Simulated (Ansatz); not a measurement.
Trial structures of La₅N: starts and ends

Theory: Ansatz, DFT PBE, scalar-relativistic, plane waves, PAW. Settings: cutoff 420 eV, Γ-centred meshes spaced at most about 0.3 Å⁻¹, and about 0.25 Å⁻¹ or finer for metals (2π included), Gaussian smearing. No spin polarisation in the final relaxations.

Each guess was relaxed in cell and atoms at zero pressure, within the symmetry of its start. All energies are static (0 K, no zero-point motion). Coordination counts La atoms around N (those within 1.25 times the shortest such distance or 1.15 times the sum of covalent radii; a plus sign parts nearer from farther groups; the shortest distance is added where it is long for a bond).

```tsv
guess	made from	start group	V start (Å³/atom)	end group	V end (Å³/atom)	coordination at the end	gap on mesh (eV)	E over the lowest end (meV/atom)
1	random cell	F-43m	28.7	F-43m	41.5	N 4	0	0
2	random cell	P6/mmm	30.0	?	?	?	?	?
3	TbRh5 type	P6/mmm	29.3	P6/mmm	33.6	N 6+12 from 3.5 Å	0	1017
4	random cell	P6/mmm	32.1	P6/mmm	27.4	N 14 from 3.4 Å	0	420
5	ZrCu5 type	F-43m	27.1	F-43m	32.1	N 16 from 3.8 Å	0	831
```

Guess 2 as it starts:

```
CELL_PARAMETERS angstrom
5.71779 0.00000 0.00000
-2.85889 4.95175 0.00000
0.00000 0.00000 6.36445
ATOMIC_POSITIONS crystal
La 0.50000 0.00000 0.00000
La 0.00000 0.50000 0.00000
La 0.50000 0.50000 0.00000
La 0.00000 0.00000 0.73154
La 0.00000 0.00000 0.26846
N 0.00000 0.00000 0.00000
```

Question: Fill in the missing row: what does this guess relax into, and where does it rank?

Answer: It ends in space group P6/mmm (No. 191), with a = 6.204 Å, c = 9.078 Å, 50.4 Å³/atom and no gap. It lies 153 meV/atom over the lowest end, above guess 1 and below guess 4. Counting La atoms around N, this end has N 2+6 and the lowest (guess 1) has N 4.

```xyz
6
Lattice="6.2036 0.0000 0.0000 -3.1018 5.3725 0.0000 0.0000 0.0000 9.0784" Properties=species:S:1:pos:R:3 pbc="T T T"
La    3.1018    0.0000    0.0000
La   -1.5509    2.6862    0.0000
La    1.5509    2.6862    0.0000
La    0.0000    0.0000    6.8967
La    0.0000    0.0000    2.1817
N     0.0000    0.0000    0.0000
```

The zero of energy is the elements' standard structures at the same level (N₂ as a molecule); no fitted shifts are applied.

Question: Is the lowest end bound against the elements?

Answer: No: its formation energy is +0.23 eV/atom. The separate elements lie lower, so it is unstable against them.

A magnetic state wasn't ruled out in cells without spin, among them F-43m at 41.5 Å³/atom, P6/mmm at 50.4 Å³/atom, F-43m at 32.1 Å³/atom, P6/mmm at 33.6 Å³/atom. Cells relaxed within their symmetry can be saddle points. A lower structure may well exist outside this small set. Some candidate types were left out of the draw beforehand, so a known form may be missing.
